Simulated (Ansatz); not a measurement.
GaBi:
```
GaBi
1.0
    0.00000     2.94295     2.94295
    2.94295     0.00000     2.94295
    2.94295     2.94295     0.00000
Ga Bi
1 1
Direct
  0.50000   0.50000   0.50000
  0.00000   0.00000   0.00000
```

Relaxed with PBEsol.

Q: Decompose the optical modes at the zone centre into irreducible representations, and say which are infrared and Raman allowed.

A: Point group m-3m: Γ_opt = T1u. Infrared: T1u. Raman: none.

Q: Assign frequencies (DFPT, DFT-PBEsol in the program Ansatz with PAW potentials).

A: T1u 111 cm⁻¹.

Space group Fm-3m (rock salt). The cell is a constructed one: a structure type filled with these elements; neither database checked (COD, Materials Project) lists it. Its standing as an ambient phase is unchecked. Symmetry was held in the PBEsol relaxation; of distortions, only those at the zone centre were tested. As this level gives no gap, phonon frequencies hold no LO–TO term and depend on the k-mesh and smearing (Fermi–Dirac, 0.1 eV here). Spin–orbit coupling is left out wherever it is not named.

Potentials: the later of the program's two PAW sets.
